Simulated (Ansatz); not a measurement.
Input and steps of a relaxation of cell and atoms on InSe (started from an entry of an open crystallographic database) (the PAW code Ansatz, PBE-D3(BJ)). The input holds the cell as the database lists it.

```yaml
crystal:
  lattice:
    - [4.05, 0.0, 0.0]
    - [-2.025, 3.5074028853, 0.0]
    - [0.0, 0.0, 16.93]
  atoms:
    - { symbol: In, position: [0.3333333333, 0.6666666667, 0.157] }
    - { symbol: In, position: [0.6666666667, 0.3333333333, 0.657] }
    - { symbol: In, position: [0.3333333333, 0.6666666667, 0.343] }
    - { symbol: In, position: [0.6666666667, 0.3333333333, 0.843] }
    - { symbol: Se, position: [0.3333333333, 0.6666666667, 0.602] }
    - { symbol: Se, position: [0.6666666667, 0.3333333333, 0.102] }
    - { symbol: Se, position: [0.3333333333, 0.6666666667, 0.898] }
    - { symbol: Se, position: [0.6666666667, 0.3333333333, 0.398] }
kpoints:
  mp_grid: { grid: [6, 6, 2] }
hamiltonian:
  xc: pbe
  dispersion: d3bj
scf:
  occupations: { method: fermi_dirac, width: 0.02 }
relax:
  f_tol: 0.005
  cell: {}
```

The trajectory has 7 recorded frames, each with fractional positions and then forces in eV/Å along x, y and z. The last, and any step after a large change of cell, is solved on a basis re-selected at its cell; pressure is positive in compression.

Step 1: energy 0.0 meV/atom from step 1, largest force component 2.876 eV/Å, pressure +5.90 GPa; a = 4.050 Å, b = 4.050 Å, c = 16.930 Å, α = 90.00°, β = 90.00°, γ = 120.00°
```
In 0.3333 0.6667 0.1570     0.000   0.000   2.876
In 0.6667 0.3333 0.6570     0.000   0.000   2.876
In 0.3333 0.6667 0.3430     0.000   0.000  -2.876
In 0.6667 0.3333 0.8430     0.000   0.000  -2.876
Se 0.3333 0.6667 0.6020     0.000   0.000  -2.012
Se 0.6667 0.3333 0.1020     0.000   0.000  -2.012
Se 0.3333 0.6667 0.8980     0.000   0.000   2.012
Se 0.6667 0.3333 0.3980     0.000   0.000   2.012
```

Step 2: energy -220.7 meV/atom from step 1, largest force component 0.280 eV/Å, pressure +0.18 GPa; a = 4.101 Å, b = 4.101 Å, c = 16.742 Å, α = 90.00°, β = 90.00°, γ = 120.00°
```
In 0.3333 0.6667 0.1685     0.000   0.000  -0.197
In 0.6667 0.3333 0.6685     0.000   0.000  -0.197
In 0.3333 0.6667 0.3315     0.000   0.000   0.197
In 0.6667 0.3333 0.8315     0.000   0.000   0.197
Se 0.3333 0.6667 0.5961     0.000   0.000  -0.280
Se 0.6667 0.3333 0.0961     0.000   0.000  -0.280
Se 0.3333 0.6667 0.9039     0.000   0.000   0.280
Se 0.6667 0.3333 0.4039     0.000   0.000   0.280
```

Question: Estimate where the relaxation ends.

Answer:
Step 3: energy -226.3 meV/atom from step 1, largest force component 0.278 eV/Å, pressure -0.21 GPa; a = 4.004 Å, b = 4.004 Å, c = 16.632 Å, α = 90.00°, β = 90.00°, γ = 120.00°
```
In 0.3333 0.6667 0.1648     0.000   0.000   0.043
In 0.6667 0.3333 0.6648     0.000   0.000   0.043
In 0.3333 0.6667 0.3352     0.000   0.000  -0.043
In 0.6667 0.3333 0.8352     0.000   0.000  -0.043
Se 0.3333 0.6667 0.5847     0.000   0.000   0.278
Se 0.6667 0.3333 0.0847     0.000   0.000   0.278
Se 0.3333 0.6667 0.9153     0.000   0.000  -0.278
Se 0.6667 0.3333 0.4153     0.000   0.000  -0.278
```

Step 4: energy -231.8 meV/atom from step 1, largest force component 0.031 eV/Å, pressure -0.12 GPa; a = 4.043 Å, b = 4.043 Å, c = 16.764 Å, α = 90.00°, β = 90.00°, γ = 120.00°
```
In 0.3333 0.6667 0.1665     0.000   0.000   0.031
In 0.6667 0.3333 0.6665     0.000   0.000   0.031
In 0.3333 0.6667 0.3335     0.000   0.000  -0.031
In 0.6667 0.3333 0.8335     0.000   0.000  -0.031
Se 0.3333 0.6667 0.5902     0.000   0.000  -0.014
Se 0.6667 0.3333 0.0902     0.000   0.000  -0.014
Se 0.3333 0.6667 0.9098     0.000   0.000   0.014
Se 0.6667 0.3333 0.4098     0.000   0.000   0.014
```

Step 5: energy -231.9 meV/atom from step 1, largest force component 0.003 eV/Å, pressure +0.04 GPa; a = 4.027 Å, b = 4.027 Å, c = 16.813 Å, α = 90.00°, β = 90.00°, γ = 120.00°
```
In 0.3333 0.6667 0.1669     0.000   0.000  -0.002
In 0.6667 0.3333 0.6669     0.000   0.000  -0.002
In 0.3333 0.6667 0.3331     0.000   0.000   0.002
In 0.6667 0.3333 0.8331     0.000   0.000   0.002
Se 0.3333 0.6667 0.5901     0.000   0.000   0.003
Se 0.6667 0.3333 0.0901     0.000   0.000   0.003
Se 0.3333 0.6667 0.9099     0.000   0.000  -0.003
Se 0.6667 0.3333 0.4099     0.000   0.000  -0.003
```

Step 6: energy -232.0 meV/atom from step 1, largest force component 0.003 eV/Å, pressure 0.00 GPa; a = 4.033 Å, b = 4.033 Å, c = 16.767 Å, α = 90.00°, β = 90.00°, γ = 120.00°
```
In 0.3333 0.6667 0.1667     0.000   0.000   0.003
In 0.6667 0.3333 0.6667     0.000   0.000   0.003
In 0.3333 0.6667 0.3333     0.000   0.000  -0.003
In 0.6667 0.3333 0.8333     0.000   0.000  -0.003
Se 0.3333 0.6667 0.5900     0.000   0.000  -0.002
Se 0.6667 0.3333 0.0900     0.000   0.000  -0.002
Se 0.3333 0.6667 0.9100     0.000   0.000   0.002
Se 0.6667 0.3333 0.4100     0.000   0.000   0.002
```

Step 7: energy -231.9 meV/atom from step 1, largest force component 0.003 eV/Å, pressure 0.00 GPa; a = 4.033 Å, b = 4.033 Å, c = 16.767 Å, α = 90.00°, β = 90.00°, γ = 120.00°
```
In 0.3333 0.6667 0.1667     0.000   0.000   0.003
In 0.6667 0.3333 0.6667     0.000   0.000   0.003
In 0.3333 0.6667 0.3333     0.000   0.000  -0.003
In 0.6667 0.3333 0.8333     0.000   0.000  -0.003
Se 0.3333 0.6667 0.5900     0.000   0.000  -0.003
Se 0.6667 0.3333 0.0900     0.000   0.000  -0.003
Se 0.3333 0.6667 0.9100     0.000   0.000   0.003
Se 0.6667 0.3333 0.4100     0.000   0.000   0.003
```

The walk took 6 steps and changed the volume by -1.8 %. The last SCF, on a fresh basis, lies 232 meV an atom below the first. Final cell: it is hexagonal, P6_3/mmc (No. 194); a = 4.033 Å, c = 16.767 Å in the conventional setting, 29.53 Å³ an atom. In is surrounded by 3 Se at 2.66 Å and 1 In at 2.79 Å; Se is surrounded by 3 In at 2.66 Å.

Command: `ansatz run input.yaml --threads 4 --pin off --max-ram 7372MiB --backend cpu --events-out ev --progress --plain --runs-dir out`.

Question: What wall time did it need on 4 threads of Arm Neoverse V1 (shared host), and how much host memory at the peak?

Answer: About 22 s, with a peak of 0.8 GiB.

Spin-unpolarised throughout; all numbers are computed.
